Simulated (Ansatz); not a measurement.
Ca₂Al₉Ir₃, one structure, two calculations

Cell: a measured structure from the Crystallography Open Database (COD), ions relaxed with PBE at fixed cell.

```cif
data_Ca2Al9Ir3
_symmetry_space_group_name_H-M 'Cmcm'
_symmetry_Int_Tables_number 63
_cell_length_a 12.9550
_cell_length_b 7.5834
_cell_length_c 9.6175
_cell_angle_alpha 90.000
_cell_angle_beta 90.000
_cell_angle_gamma 90.000
loop_
_atom_site_label
_atom_site_type_symbol
_atom_site_symmetry_multiplicity
_atom_site_Wyckoff_symbol
_atom_site_fract_x
_atom_site_fract_y
_atom_site_fract_z
Ca Ca 8 g 0.3387 0.3334 0.2500
Al5 Al 16 h 0.6668 0.6685 0.0711
Al13 Al 8 g 0.6055 0.9422 0.2500
Al17 Al 8 f 0.5000 0.8341 0.5471
Al21 Al 4 c 0.5000 0.6306 0.2500
Ir23 Ir 8 e 0.3285 0.0000 0.0000
Ir27 Ir 4 a 0.0000 0.0000 0.0000
```

One atom of each set is listed; the run and its k-mesh use a cell of 28 atoms with edges of 7.51, 7.51, 9.62 Å.

First run. Computed with Ansatz: DFT, PBE, plane waves and PAW, scalar-relativistic, 420 eV cutoff, Γ-centred 5×5×4 k-points, Fermi–Dirac smearing 0.05 eV.

| site | V_zz (10²¹ V/m²) | η |
| --- | --- | --- |
| Ca | -0.59 | 0.56 |
| Al5 | 2.65 | 0.03 |
| Al13 | -2.14 | 0.93 |
| Al17 | 4.38 | 0.03 |
| Al21 | -1.96 | 0.78 |
| Ir23 | 3.52 | 0.74 |
| Ir27 | -8.06 | 0.56 |

Second run. The same atoms and settings, except that the functional is r2SCAN and the cutoff is 500 eV.

Task: What does the second run give?

Result: 

```csv
site,V_zz,η,change of V_zz
Ca,-0.61,0.60,-0.02
Al5,2.66,0.02,+0.01
Al13,-2.08,0.98,+0.06
Al17,4.43,0.02,+0.05
Al21,-1.90,0.87,+0.06
Ir23,3.96,0.98,+0.44
Ir27,-8.72,0.77,-0.66
```

The largest change of V_zz is on Ir27, from -8.06 to -8.72. In per cent, |V_zz| changes by -3 to +1 on Al, +8 to +13 on Ir (all sites that start above 2). Where |V_zz| stays above 0.1, η moves most on Ir23, from 0.74 to 0.98.

The run finds no gap above 0.1 eV (a metal, or nearly one), so the gradients can move by 10 % or more with the k-mesh. Spin–orbit coupling is left out, which shifts gradients on Ir by a few per cent in wide-gap crystals, and can shift them far more where the calculated gap is small or absent, as here.
For the second run: With these PAW files V_zz is typically within 2 to 3 % of all-electron values, but misses above 10 % occur on Al.
